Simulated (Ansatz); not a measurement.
The start is a relaxed CeO2 cell, doubled along one cell vector, shaken by Gaussian noise of σ = 0.08 Å a coordinate. The cell and all atomic positions are relaxed at zero pressure with r2SCAN (plane waves to 500 eV, PAW, scalar-relativistic; Ansatz, an electronic-structure program). The first steps use a coarse 6×3×6 k-mesh.

Starting cell:
```
CeO2
1.0
    0.00000     2.71887     2.71887
    5.43774     0.00000     5.43774
    2.71887     2.71887     0.00000
Ce O
2 4
Direct
  0.02201   0.99272   0.01121
  0.00403   0.50559   0.00342
  0.24118   0.10535   0.26044
  0.32032   0.62983   0.18001
  0.75491   0.36249   0.75019
  0.74612   0.88875   0.73332
```

Q: How large is the pressure on the unrelaxed cell, and of which sign?

A: +3.4 GPa (positive: the cell is compressed).

Q: How much energy is released per atom?

A: 0.095 eV/atom.

Q: Is the parent structure recovered?

A: It relaxes back to the parent, Fm-3m (No. 225).

Q: How do the shortest distances between atoms change?

A: The closest pairs of elements (up to four, under 3.6 Å), start → end: Ce–O 2.15 → 2.35 Å; O–O 2.53 → 2.72 Å.

Q: What band gap does the relaxed structure have at this level?

A: 2.16 eV, indirect (valence top at 31 % of the way from K to Γ, conduction bottom at L) (no spin-orbit coupling).

The end point of the relaxation:

```cif
data_Ce4O8
_chemical_formula_sum 'Ce4 O8'
_space_group_name_H-M_alt 'Fm-3m'
_space_group_IT_number 225
_space_group_name_Hall '-F 4 2 3'
_cell_length_a 5.43793
_cell_length_b 5.43793
_cell_length_c 5.43793
_cell_angle_alpha 90.000
_cell_angle_beta 90.000
_cell_angle_gamma 90.000
loop_
_atom_site_label
_atom_site_type_symbol
_atom_site_symmetry_multiplicity
_atom_site_Wyckoff_symbol
_atom_site_fract_x
_atom_site_fract_y
_atom_site_fract_z
_atom_site_occupancy
Ce1 Ce 4 a 0.00000 0.00000 0.00000 1
O1 O 8 c 0.25000 0.25000 0.25000 1
```
(The calculation used a cell of 3 atoms; values per cell refer to that cell.)

Final values are on a 9×9×9 k-mesh of the relaxed cell. No spin polarisation in the result. The d or f electrons are treated with no Hubbard U. The 4f state was not searched, so a lower electronic state may exist.
